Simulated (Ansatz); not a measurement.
LaB₆ in space group Pm-3m (No. 221; La on 1a, B on 6f) at seven volumes, DFT-r²SCAN in the program Ansatz with PAW potentials, shape and atoms relaxed at each. One row is withheld.

```
V (Å³/atom)  P (GPa)
-----------  -------
9.309          20.16
9.616          12.46
9.923           5.79
10.230          0.00
10.537         -5.03
10.843         -9.40
11.150             ?
```

Task: Fit the shown pressures and predict the withheld one.

Result: P = (3/2)B₀(x^(7/2) − x^(5/2))[1 + (3/4)(B′ − 4)(x − 1)] with x = (V₀/V)^(2/3). Least squares on the six rows gives V₀ = 10.230 Å³/atom, B₀ = 180 GPa, B′ = 3.68. At V = 11.150, x = 0.9442 and P = -13.22 GPa. The run itself gave -13.19 GPa.

Symmetry was held in the r²SCAN relaxation; of distortions, only those at the zone centre were tested. Scalar-relativistic: spin–orbit coupling is off unless named, which matters more the heavier the elements.

Potentials: the later of the program's two PAW sets.
